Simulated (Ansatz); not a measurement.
TePt:
```cif
data_Pt2Te2
_chemical_formula_sum 'Pt2 Te2'
_space_group_name_H-M_alt 'Pmma'
_space_group_IT_number 51
_space_group_name_Hall '-P 2a 2a'
_cell_length_a 3.60101
_cell_length_b 3.49375
_cell_length_c 7.23604
_cell_angle_alpha 90.000
_cell_angle_beta 90.000
_cell_angle_gamma 90.000
loop_
_atom_site_label
_atom_site_type_symbol
_atom_site_symmetry_multiplicity
_atom_site_Wyckoff_symbol
_atom_site_fract_x
_atom_site_fract_y
_atom_site_fract_z
_atom_site_occupancy
Pt1 Pt 2 e 0.75000 0.00000 0.14381 1
Te1 Te 2 f 0.25000 0.50000 0.27875 1
```

Relaxed at zero pressure with DFT-PBEsol in the program Ansatz with PAW potentials.

Task: The volume is raised by 6 % and shape and atoms relax at that volume. What pressure results, and how do the axes share the change?

Result: -1.1 GPa; a -0.6 %, b -0.1 %, c 6.8 %; the energy rises by 6 meV/atom.

Task: Give the new structure.

Result: 
Space group Pmma (No. 51); a = 3.578 Å, b = 3.490 Å, c = 7.729 Å, α = 90.00°, β = 90.00°, γ = 90.00°

```csv
atom,site,symmetry,x,y,z
Pt,2e,mm2,0.7500,0.0000,0.1362
Te,2f,mm2,0.2500,0.5000,0.2668
```

The phase is kept; no other phase was compared at this pressure.

The start of the workflow was typed in or built on a structure type; neither database checked (COD, Materials Project) lists it. COD files the formula under space group No. 166, 194. Its standing as an ambient phase is unchecked. The cell was relaxed with PBEsol under the symmetry of its start; whether a distortion lowers the energy is not shown. No spin polarisation was allowed. The volume moved by 16 % from the start of the relaxation. Spin–orbit coupling is left out wherever it is not named.

Potentials: the later of the program's two PAW sets.
